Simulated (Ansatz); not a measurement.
TiS₂:
```yaml
crystal:
  lattice:
    - [3.36011, 0.00000, 0.00000]
    - [-1.68005, 2.90994, 0.00000]
    - [0.00000, 0.00000, 5.52121]
  atoms:
    - { symbol: S, position: [0.33333, 0.66667, 0.25867] }
    - { symbol: S, position: [0.66667, 0.33333, 0.74133] }
    - { symbol: Ti, position: [0.00000, 0.00000, 0.00000] }
```

Relaxed with PBE+D3(BJ).

Question: Which orbitals make up the states near the Fermi level in PBE+D3(BJ) (plane waves, PAW; program Ansatz)?

Answer: Within 0.5 eV of the Fermi level: Ti 3d 58 %, S 3p 37 %. Projections are on Löwdin-orthogonalised atomic valence shells; empty p or d shells of many metals are not among them.

Question: Tabulate the density of states.

Answer: States/eV per cell of 3 atoms, in 0.25 eV bins, energy from the Fermi level.

```csv
E (eV),total,S 3p,Ti 3d,S 3s
-7.85,0.00,0.00,0.00,0.00
-7.60,0.00,0.00,0.00,0.00
-7.35,0.00,0.00,0.00,0.00
-7.10,0.00,0.00,0.00,0.00
-6.85,0.00,0.00,0.00,0.00
-6.60,0.00,0.00,0.00,0.00
-6.35,0.00,0.00,0.00,0.00
-6.10,0.00,0.00,0.00,0.00
-5.85,0.00,0.00,0.00,0.00
-5.60,0.13,0.09,0.02,0.00
-5.35,1.09,0.78,0.19,0.02
-5.10,1.39,1.02,0.24,0.03
-4.85,2.19,1.65,0.37,0.04
-4.60,3.99,3.17,0.61,0.06
-4.35,2.15,1.67,0.35,0.05
-4.10,1.71,1.31,0.28,0.05
-3.85,1.40,1.04,0.21,0.07
-3.60,1.64,1.16,0.30,0.08
-3.35,2.27,1.59,0.51,0.07
-3.10,3.06,2.21,0.70,0.05
-2.85,5.67,3.75,1.72,0.09
-2.60,4.77,3.00,1.60,0.09
-2.35,2.59,1.88,0.56,0.08
-2.10,2.34,1.80,0.42,0.07
-1.85,2.39,1.88,0.39,0.06
-1.60,2.65,2.16,0.38,0.05
-1.35,2.57,2.11,0.37,0.04
-1.10,1.51,1.20,0.26,0.02
-0.85,0.98,0.76,0.19,0.01
-0.60,0.70,0.55,0.13,0.01
-0.35,0.47,0.38,0.08,0.00
-0.10,0.36,0.26,0.10,0.00
0.15,0.77,0.18,0.55,0.01
0.40,1.50,0.28,1.13,0.03
0.65,2.93,0.47,2.34,0.04
0.90,2.11,0.37,1.68,0.02
1.15,1.50,0.31,1.15,0.00
1.40,2.34,0.61,1.67,0.01
1.65,5.67,0.84,4.74,0.02
1.90,4.69,0.69,3.87,0.02
2.15,2.46,0.46,1.93,0.01
2.40,0.00,0.00,0.00,0.00
2.65,0.00,0.00,0.00,0.00
2.90,1.14,0.32,0.71,0.06
3.15,3.74,1.25,2.16,0.12
3.40,3.64,1.38,1.99,0.09
3.65,2.74,1.04,1.48,0.09
3.90,2.59,0.88,1.42,0.12
4.15,1.57,0.52,0.87,0.10
4.40,0.58,0.19,0.32,0.04
4.65,0.00,0.00,0.00,0.00
```

Space group P-3m1 (CdI2 type). Symmetry was held in the PBE+D3(BJ) relaxation. No spin polarisation was allowed.

Potentials: the earlier of the program's two PAW sets.
